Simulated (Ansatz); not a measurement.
One crystal and one scan (frozen-phonon scan) at two levels, PBE (plane waves to 420 eV, PAW, scalar-relativistic; Ansatz, a first-principles code) and r2SCAN (plane waves to 500 eV, PAW, scalar-relativistic; Ansatz), each from its own relaxed cell and on its own mesh. The cell shown is that of PBE.

Ca (fcc, Cu type)

```xyz
2
Lattice="0.0000 5.5265 5.5265 2.7633 2.7633 5.5265 2.7633 2.7633 0.0000" Properties=species:S:1:pos:R:3 pbc="T T T"
Ca     0.0000     0.0000     0.0000
Ca     2.7633     5.5265     2.7633
```

A phonon eigenvector at X = (0.5, 0.5, 0.0) is frozen into this cell: atom i moves by Q times the vector below, so Q is the largest atomic displacement, in Å. The cell is held. It is one choice among 2 degenerate patterns. (q is in reciprocal vectors of the primitive cell; the cell shown is doubled to hold the pattern.)

```tsv
atom	x	y	z
Ca1	0.000	1.000	0.000
Ca2	0.000	-1.000	0.000
```

Ca was relaxed with its symmetry unable to fall. With partly filled bands, energies and forces of such displacements shift with the k mesh and the smearing. Both scans cover Q from -0.100 to 0.100 Å.

ΔE (meV/cell), each from the undisplaced structure of its own level:

```tsv
Q (Å)	PBE	r2SCAN
-0.100	24.1	25.4
-0.083	16.7	withheld
-0.067	10.7	11.3
-0.050	6.0	6.4
-0.033	2.7	2.8
-0.017	0.7	0.7
0.000	0.0	0.0
0.017	0.7	0.7
0.033	2.7	2.8
0.050	6.0	6.4
0.067	10.7	11.3
0.083	16.7	withheld
0.100	24.1	25.4
```

Task: Estimate the r2SCAN value at 0.083 from the PBE value there and the ratio of the two levels in the two nearest given rows on that side of the minimum.

Result: At 0.067 and 0.100 the ratio r2SCAN/PBE averages 1.055, which gives 1.055 × 16.7 = 17.6 meV/cell. The calculation gives 17.6 meV/cell, +5.4 % against PBE.

(For displaced atoms, the force is minus the slope of the energy, and its curvature is a force constant, which sets phonon frequencies.)
